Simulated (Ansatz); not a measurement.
Relaxed Ru (hcp, Mg type):

```
CELL_PARAMETERS angstrom
      5.44432     0.00000     0.00000
     -1.36108     2.35746     0.00000
      0.00000     0.00000     4.29083
ATOMIC_POSITIONS crystal
  Ru 0.16667 0.66667 0.75000
  Ru 0.66667 0.66667 0.75000
  Ru 0.33333 0.33333 0.25000
  Ru 0.83333 0.33333 0.25000
```

The atoms are displaced by Q × the pattern below (from a DFPT mode at M = (0.5, 0.0, 0.0), largest move 1; Q in Å), at fixed cell. (q is in reciprocal vectors of the primitive cell; the cell shown is doubled to hold the pattern.)

```json
[
 {"atom": "Ru1", "x": "0.866", "y": "0.500", "z": "0.000"},
 {"atom": "Ru2", "x": "-0.866", "y": "-0.500", "z": "0.000"},
 {"atom": "Ru3", "x": "-0.866", "y": "-0.500", "z": "0.000"},
 {"atom": "Ru4", "x": "0.866", "y": "0.500", "z": "0.000"}
]
```

These are PBE (plane waves to 420 eV, PAW, scalar-relativistic; Ansatz, an electronic-structure program) values and carry that method's errors. k mesh 10×20×11 (Γ-centred), Fermi-Dirac smearing 0.05 eV. Energies are smeared free energies. With partly filled bands, energies and forces of such displacements shift with the k mesh and the smearing. Ru is run without spin polarisation. Ru was relaxed with its symmetry unable to fall. The zero of ΔE is the undisplaced structure. The last digit holds for this mesh only.

```
Q (Å)    ΔE (meV/cell)
-------  -------------
-0.2800         3683.7
-0.2333       withheld
-0.1867         1337.2
-0.1400          677.7
-0.0933          278.3
-0.0467           67.2
0.0000             0.0
0.0467            67.2
0.0933           278.3
0.1400           677.7
0.1867          1337.2
0.2333        withheld
0.2800          3683.7
```

Fit an even polynomial form (powers 2, 4, 6) to the given rows and predict ΔE at Q = 0.2333.

Least squares on the 11 given rows: ΔE = (29430)·Q² + (281300)·Q⁴ + (-731700)·Q⁶, in meV/cell with Q in Å; root-mean-square residual 1.18 meV/cell. At 0.2333 the fit gives 2317.2 meV/cell; the calculation gives 2318.6 meV/cell, so the interpolation is off by -1.4 (-0.1 %). The quadratic term alone would give 1601.8 meV/cell.

(For displaced atoms, the force is minus the slope of the energy, and its curvature is a force constant, which sets phonon frequencies.)
